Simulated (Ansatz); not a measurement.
The relaxation started from an entry of Materials Project.

A relaxed cell of Cs$_{2}$ScAgCl$_{6}$ (Fm-3m (No. 225)), relaxed on a k-mesh at least as fine as the one used below. Calculation: r2SCAN (plane waves to 500 eV, PAW, scalar-relativistic; Ansatz, an electronic-structure program). Γ-centred k-mesh 4×4×4 on the run's cell (coarser than for final values), Fermi–Dirac smearing 0.05 eV.

```
Cs2ScAgCl6
1.0
    0.00000     5.23436     5.23436
    5.23436     0.00000     5.23436
    5.23436     5.23436     0.00000
Cs Sc Ag Cl
2 1 1 6
Direct
  0.75000   0.75000   0.75000
  0.25000   0.25000   0.25000
  0.00000   0.00000   0.00000
  0.50000   0.50000   0.50000
  0.76147   0.23853   0.23853
  0.23853   0.76147   0.76147
  0.23853   0.76147   0.23853
  0.76147   0.23853   0.76147
  0.23853   0.23853   0.76147
  0.76147   0.76147   0.23853
```

The atoms are displaced by (Å):

```json
[
 {"atom": "Cs1", "ux": "-0.043", "uy": "0.095", "uz": "-0.016"},
 {"atom": "Cs2", "ux": "-0.057", "uy": "-0.014", "uz": "-0.069"},
 {"atom": "Sc3", "ux": "-0.170", "uy": "-0.014", "uz": "0.070"},
 {"atom": "Ag4", "ux": "0.053", "uy": "0.110", "uz": "0.169"},
 {"atom": "Cl5", "ux": "0.073", "uy": "0.095", "uz": "-0.101"},
 {"atom": "Cl6", "ux": "-0.024", "uy": "-0.050", "uz": "-0.136"},
 {"atom": "Cl7", "ux": "0.009", "uy": "0.093", "uz": "-0.039"},
 {"atom": "Cl8", "ux": "0.031", "uy": "0.025", "uz": "-0.060"},
 {"atom": "Cl9", "ux": "0.084", "uy": "0.144", "uz": "0.188"},
 {"atom": "Cl10", "ux": "-0.058", "uy": "0.106", "uz": "0.063"}
]
```

**Question.** What forces (eV/Å) and pressure result?

**Answer.** 
| atom | Fx | Fy | Fz |
|---|---|---|---|
| Cs1 | 0.03 | -0.08 | -0.05 |
| Cs2 | 0.06 | 0.11 | 0.06 |
| Sc3 | 1.57 | 0.66 | 0.11 |
| Ag4 | -0.31 | -0.22 | -0.05 |
| Cl5 | -0.65 | -0.10 | 0.18 |
| Cl6 | -0.33 | 0.09 | 0.34 |
| Cl7 | -0.17 | -0.53 | 0.18 |
| Cl8 | -0.02 | 0.35 | 0.21 |
| Cl9 | -0.25 | -0.19 | -1.05 |
| Cl10 | 0.07 | -0.08 | 0.08 |

Pressure -0.3 GPa.

**Question.** Estimate the energy cost of the displacement in the harmonic approximation and compare with the calculation.

**Answer.** For a harmonic well ΔE = −½ Σ F·u = 0.386 eV a cell, or 39 meV/atom. The calculated energy relative to the undisplaced cell is +0.040 eV/atom, so the harmonic estimate holds well.

No spin polarisation in the result.

The run that gave the undisplaced cell could not lose the symmetry of its start; a randomly shaken copy of 10 atoms returns to this structure.
